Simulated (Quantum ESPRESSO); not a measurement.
Si2PO5N, finding a planted mistake in a log

Simulated, not a measurement. The program is pw.x of Quantum ESPRESSO 7.5 (plane-wave density functional theory). The cell is made up: 9 atoms on a quartz lattice, with randomly drawn elements, strain and displacements, not relaxed. PseudoDojo standard norm-conserving files (v0.5 for PBE, v0.4.1 for LDA and PBEsol) set the functional; there is no spin polarisation, spin-orbit coupling or dispersion term, and the masses in the input are unused placeholders.

Intended input:

```
&control calculation='scf', pseudo_dir='./dojo.nc.sr.pbe.v0_5.standard.upf', outdir='./o', disk_io='low', tprnfor=.true., tstress=.true. /
&system ibrav=0, nat=9, ntyp=4, nbnd=30, ecutwfc=84.00895049, nosym=.true., tot_charge=0,
 occupations='smearing', smearing='fd', degauss=0.0018374661
/
&electrons conv_thr=7.350e-09, electron_maxstep=60, /
ATOMIC_SPECIES
N 1.0 N.upf
O 1.0 O.upf
P 1.0 P.upf
Si 1.0 Si.upf
CELL_PARAMETERS angstrom
5.1131 0.0 0.0
-2.5565 4.4281 0.0
0.0 0.0 5.6432
ATOMIC_POSITIONS angstrom
Si 2.4396 -0.0272 3.7645
Si -1.1747 2.0319 1.8329
P 1.3356 2.3477 0.0053
O 1.3536 1.1925 4.4507
O 3.3558 0.6504 2.5251
O 2.852 2.6242 0.5621
O 0.3091 1.8056 1.205
O -1.1192 3.2607 3.1355
N 0.8451 3.7413 5.0238
K_POINTS automatic
5 5 4 1 1 1
```

The log is shortened where brackets say so; the opening notice, blank lines, dates and the lines on written files are dropped, and the path of the files is cut. It prints rydbergs, bohrs and kilobars, and counts compression as positive stress. Where no state is partly filled, the Fermi energy that it prints is only some level between the filled and the empty states on the mesh, and need not lie in the true gap.

Log of the intended run:

```
     Program PWSCF v.7.5
     Parallel version (MPI & OpenMP), running on       4 processor cores
     Number of MPI processes:                 4
     Threads/MPI process:                     1
     [start-up lines left out]
     bravais-lattice index     =            0
     lattice parameter (alat)  =       9.6624  a.u.
     unit-cell volume          =     862.2312 (a.u.)^3
     number of atoms/cell      =            9
     number of atomic types    =            4
     number of electrons       =        48.00
     number of Kohn-Sham states=           30
     kinetic-energy cutoff     =      84.0090  Ry
     charge density cutoff     =     336.0358  Ry
     scf convergence threshold =      7.3E-09
     mixing beta               =       0.7000
     number of iterations used =            8  plain     mixing
     Exchange-correlation= PBE
                           (   1   4   3   4   0   0   0)
     [axes and pseudopotential details left out]
   Cartesian axes
     site n.     atom                  positions (alat units)
         1        Si     tau(   1) = (   0.4771274  -0.0053197   0.7362461  )
         2        Si     tau(   2) = (  -0.2297432   0.3973910   0.3584714  )
         3        P      tau(   3) = (   0.2612114   0.4591539   0.0010366  )
         4        O      tau(   4) = (   0.2647318   0.2332245   0.8704504  )
         5        O      tau(   5) = (   0.6563142   0.1272027   0.4938491  )
         6        O      tau(   6) = (   0.5577829   0.5132307   0.1099333  )
         7        O      tau(   7) = (   0.0604526   0.3531322   0.2356692  )
         8        O      tau(   8) = (  -0.2188887   0.6377149   0.6132288  )
         9        N      tau(   9) = (   0.1652813   0.7317087   0.9825351  )
     number of k points=    50  Fermi-Dirac smearing, width (Ry)=  0.0018
                       cart. coord. in units 2pi/alat
        k(    1) = (   0.1000000   0.1732030   0.1132580), wk =   0.0400000
        k(    2) = (   0.1000000   0.1732030   0.3397740), wk =   0.0400000
     [further k points left out]
     Dense  grid:    89619 G-vectors     FFT dimensions: (  60,  60,  64)
     Estimated max dynamical RAM per process >     181.50 MB
     Estimated total dynamical RAM >     660.36 MB
     Initial potential from superposition of free atoms
     starting charge      47.9986, renormalised to      48.0000
     Starting wfcs are   36 randomized atomic wfcs
     total cpu time spent up to now is        2.2 secs
     per-process dynamical memory:   137.4 Mb
     Self-consistent Calculation
     iteration #  1     ecut=    84.01 Ry     beta= 0.70
     Davidson diagonalization with overlap
     ethr =  1.00E-02,  avg # of iterations =  3.0
     total cpu time spent up to now is        5.5 secs
     total energy              =    -216.38142510 Ry
     estimated scf accuracy    <       2.40463454 Ry
     iteration #  2     ecut=    84.01 Ry     beta= 0.70
     Davidson diagonalization with overlap
     ethr =  5.01E-03,  avg # of iterations =  3.0
     total cpu time spent up to now is        8.7 secs
     total energy              =    -217.04007578 Ry
     estimated scf accuracy    <       2.06191805 Ry
     [iterations 3 to 10 left out]
     iteration # 11     ecut=    84.01 Ry     beta= 0.70
     Davidson diagonalization with overlap
     ethr =  5.12E-10,  avg # of iterations =  3.8
     total cpu time spent up to now is       35.8 secs
     total energy              =    -217.42858995 Ry
     estimated scf accuracy    <       0.00000003 Ry
     iteration # 12     ecut=    84.01 Ry     beta= 0.70
     Davidson diagonalization with overlap
     ethr =  5.72E-11,  avg # of iterations =  2.0
     total cpu time spent up to now is       38.5 secs
     End of self-consistent calculation
     [lines on levels left out]
     the Fermi energy is     4.0569 ev
!    total energy              =    -217.42858995 Ry
     estimated scf accuracy    <          6.9E-09 Ry
     smearing contrib. (-TS)   =      -0.00000000 Ry
     internal energy E=F+TS    =    -217.42858995 Ry
     The total energy is F=E-TS. E is the sum of the following terms:
     one-electron contribution =    -102.10735146 Ry
     hartree contribution      =      74.89556737 Ry
     xc contribution           =     -58.55805910 Ry
     ewald contribution        =    -131.65874676 Ry
     convergence has been achieved in  12 iterations
     Forces acting on atoms (cartesian axes, Ry/au):
     atom    1 type  4   force =     0.01514381   -0.01248501    0.06481572
     atom    2 type  4   force =    -0.07043037    0.06753346    0.07016010
     atom    3 type  3   force =    -0.02631212    0.07893581   -0.10939732
     atom    4 type  2   force =     0.04577151    0.00526707    0.05347936
     atom    5 type  2   force =    -0.00767762    0.03749904    0.00292569
     atom    6 type  2   force =    -0.01944441   -0.06590399    0.05853569
     atom    7 type  2   force =     0.06832282    0.00283382   -0.04528691
     atom    8 type  2   force =    -0.00404135   -0.06529700   -0.10857358
     atom    9 type  1   force =    -0.00133228   -0.04838321    0.01334126
     Total force =     0.279000     Total SCF correction =     0.000097
     Computing stress (Cartesian axis) and pressure
          total   stress  (Ry/bohr**3)                   (kbar)     P=     -169.27
  -0.00095044   0.00005165  -0.00001458         -139.81        7.60       -2.14
   0.00005165  -0.00117919  -0.00011728            7.60     -173.47      -17.25
  -0.00001458  -0.00011728  -0.00132230           -2.14      -17.25     -194.52
     init_run     :      2.12s CPU      2.18s WALL (       1 calls)
     electrons    :     36.21s CPU     36.34s WALL (       1 calls)
     forces       :      0.59s CPU      0.59s WALL (       1 calls)
     stress       :      1.91s CPU      1.91s WALL (       1 calls)
     [timing details left out]
     PWSCF        :     40.88s CPU     41.09s WALL
     JOB DONE.
```

A second run was made from an input with one planted mistake. Its log:

```
     Program PWSCF v.7.5
     Parallel version (MPI & OpenMP), running on       4 processor cores
     Number of MPI processes:                 4
     Threads/MPI process:                     1
     [start-up lines left out]
     bravais-lattice index     =            0
     lattice parameter (alat)  =       9.6624  a.u.
     unit-cell volume          =     862.2312 (a.u.)^3
     number of atoms/cell      =            9
     number of atomic types    =            4
     number of electrons       =        47.00
     number of Kohn-Sham states=           30
     kinetic-energy cutoff     =      84.0090  Ry
     charge density cutoff     =     336.0358  Ry
     scf convergence threshold =      7.3E-09
     mixing beta               =       0.7000
     number of iterations used =            8  plain     mixing
     Exchange-correlation= PBE
                           (   1   4   3   4   0   0   0)
     [axes and pseudopotential details left out]
   Cartesian axes
     site n.     atom                  positions (alat units)
         1        Si     tau(   1) = (   0.4771274  -0.0053197   0.7362461  )
         2        Si     tau(   2) = (  -0.2297432   0.3973910   0.3584714  )
         3        P      tau(   3) = (   0.2612114   0.4591539   0.0010366  )
         4        O      tau(   4) = (   0.2647318   0.2332245   0.8704504  )
         5        O      tau(   5) = (   0.6563142   0.1272027   0.4938491  )
         6        O      tau(   6) = (   0.5577829   0.5132307   0.1099333  )
         7        O      tau(   7) = (   0.0604526   0.3531322   0.2356692  )
         8        O      tau(   8) = (  -0.2188887   0.6377149   0.6132288  )
         9        N      tau(   9) = (   0.1652813   0.7317087   0.9825351  )
     number of k points=    50  Fermi-Dirac smearing, width (Ry)=  0.0018
                       cart. coord. in units 2pi/alat
        k(    1) = (   0.1000000   0.1732030   0.1132580), wk =   0.0400000
        k(    2) = (   0.1000000   0.1732030   0.3397740), wk =   0.0400000
     [further k points left out]
     Dense  grid:    89619 G-vectors     FFT dimensions: (  60,  60,  64)
     Estimated max dynamical RAM per process >     181.50 MB
     Estimated total dynamical RAM >     660.36 MB
     Initial potential from superposition of free atoms
     starting charge      47.9986, renormalised to      47.0000
     Starting wfcs are   36 randomized atomic wfcs
     total cpu time spent up to now is        2.3 secs
     per-process dynamical memory:   140.7 Mb
     Self-consistent Calculation
     iteration #  1     ecut=    84.01 Ry     beta= 0.70
     Davidson diagonalization with overlap
     ethr =  1.00E-02,  avg # of iterations =  3.0
     total cpu time spent up to now is        5.7 secs
     total energy              =    -216.34077118 Ry
     estimated scf accuracy    <       2.93437978 Ry
     iteration #  2     ecut=    84.01 Ry     beta= 0.70
     Davidson diagonalization with overlap
     ethr =  6.24E-03,  avg # of iterations =  2.0
     total cpu time spent up to now is        8.7 secs
     total energy              =    -216.90134753 Ry
     estimated scf accuracy    <       3.29481024 Ry
     [iterations 3 to 12 left out]
     iteration # 13     ecut=    84.01 Ry     beta= 0.70
     Davidson diagonalization with overlap
     ethr =  1.40E-09,  avg # of iterations =  2.0
     total cpu time spent up to now is       39.0 secs
     total energy              =    -217.61113556 Ry
     estimated scf accuracy    <       0.00000008 Ry
     iteration # 14     ecut=    84.01 Ry     beta= 0.70
     Davidson diagonalization with overlap
     ethr =  1.62E-10,  avg # of iterations =  2.0
     total cpu time spent up to now is       41.4 secs
     End of self-consistent calculation
     [lines on levels left out]
     the Fermi energy is     1.9051 ev
!    total energy              =    -217.61113557 Ry
     estimated scf accuracy    <          3.2E-09 Ry
     smearing contrib. (-TS)   =      -0.00137529 Ry
     internal energy E=F+TS    =    -217.60976028 Ry
     The total energy is F=E-TS. E is the sum of the following terms:
     one-electron contribution =    -102.13239207 Ry
     hartree contribution      =      73.82915180 Ry
     xc contribution           =     -57.64777325 Ry
     ewald contribution        =    -131.65874676 Ry
     convergence has been achieved in  14 iterations
     Forces acting on atoms (cartesian axes, Ry/au):
     atom    1 type  4   force =    -0.02276500    0.03153679   -0.02479176
     atom    2 type  4   force =    -0.07496393    0.06632361    0.07337849
     atom    3 type  3   force =     0.03028101   -0.05141756   -0.00927322
     atom    4 type  2   force =     0.03989929    0.02762924    0.06740305
     atom    5 type  2   force =    -0.01006965    0.01999122    0.01867596
     atom    6 type  2   force =    -0.04754098   -0.05402923    0.03362218
     atom    7 type  2   force =     0.08336913    0.02762500   -0.08072486
     atom    8 type  2   force =     0.00698178   -0.05544874   -0.08053797
     atom    9 type  1   force =    -0.00519166   -0.01221033    0.00224814
     Total force =     0.243425     Total SCF correction =     0.000104
     Computing stress (Cartesian axis) and pressure
          total   stress  (Ry/bohr**3)                   (kbar)     P=     -279.15
  -0.00178961  -0.00009080   0.00004738         -263.26      -13.36        6.97
  -0.00009080  -0.00182752  -0.00023579          -13.36     -268.84      -34.69
   0.00004738  -0.00023579  -0.00207579            6.97      -34.69     -305.36
     init_run     :      2.20s CPU      2.26s WALL (       1 calls)
     electrons    :     39.02s CPU     39.15s WALL (       1 calls)
     forces       :      0.59s CPU      0.59s WALL (       1 calls)
     stress       :      1.93s CPU      1.93s WALL (       1 calls)
     [timing details left out]
     PWSCF        :     43.80s CPU     44.01s WALL
     JOB DONE.
```

Question: what was wrong in the second input?

Answer: the cell has the wrong charge. The input lines that differ, file-writing options aside:

```
- &system ibrav=0, nat=9, ntyp=4, nbnd=30, ecutwfc=84.00895049, nosym=.true., tot_charge=0,
+ &system ibrav=0, nat=9, ntyp=4, nbnd=30, ecutwfc=84.00895049, nosym=.true., tot_charge=1,
```

|  | intended run | run with the mistake |
| --- | --- | --- |
| free energy (eV) | -2958.267 | -2960.750 |
| smearing term -TS (eV) | 0.0000 | -0.0187 |
| pressure (GPa) | -16.93 | -27.92 |
| largest force component (eV/Å) | 2.813 | 2.144 |
| largest change of a force component (eV/Å) |  | 3.352 |
| iterations | 12 | 14 |

For scale, a rerun of the intended cell at a cutoff of 1437 eV and k mesh 7 x 7 x 6 moved values by no more than 0.003 eV in energy, 0.03 GPa in stress and 0.002 eV/Å in force. The charged cell sits in a uniform background, so its energy and stress rest on the program's zero of potential.